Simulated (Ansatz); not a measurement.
GaN (wurtzite)

```yaml
crystal:
  lattice:
    - [3.21838, 0.00000, 0.00000]
    - [-1.60919, 2.78720, 0.00000]
    - [0.00000, 0.00000, 5.24320]
  atoms:
    - { symbol: Ga, position: [0.66667, 0.33333, 0.00096] }
    - { symbol: Ga, position: [0.33333, 0.66667, 0.50096] }
    - { symbol: N, position: [0.66667, 0.33333, 0.62424] }
    - { symbol: N, position: [0.33333, 0.66667, 0.12424] }
```

A phonon eigenvector at Γ is frozen into this cell: atom i moves by Q times the vector below, so Q is the largest atomic displacement, in Å. The cell is held.

```
atom      x      y       z
----  -----  -----  ------
Ga1   0.000  0.000  -0.201
Ga2   0.000  0.000  -0.201
N3    0.000  0.000   1.000
N4    0.000  0.000   1.000
```

Computed with PBE (plane waves to 420 eV, PAW, scalar-relativistic; Ansatz, a program for electronic structure). k mesh 12×12×6 (Γ-centred), Fermi-Dirac smearing 0.05 eV. The energy includes the smearing's −TS. GaN was relaxed with its symmetry unable to fall. ΔE is measured from the undisplaced structure.

```tsv
Q (Å)	ΔE (meV/cell)
-0.2800	635
-0.2333	496
-0.1867	356
-0.1400	withheld
-0.0933	110
-0.0467	31
0.0000	0
0.0467	37
0.0933	165
0.1400	410
0.1867	805
0.2333	1390
0.2800	2217
```

Fit a polynomial form (powers 2, 3, 4) to the given rows and predict ΔE at Q = -0.1400.

Least squares on the 12 given rows: ΔE = (15380)·Q² + (35730)·Q³ + (35890)·Q⁴, in meV/cell with Q in Å; root-mean-square residual 5.2 meV/cell. At -0.1400 the fit gives 217 meV/cell; the calculation gives 223 meV/cell, so the interpolation is off by -6 (-2.7 %). The quadratic term alone would give 301 meV/cell.

(A displaced cell: forces are minus the slopes of the energy, force constants its curvatures, and phonons follow from these.)
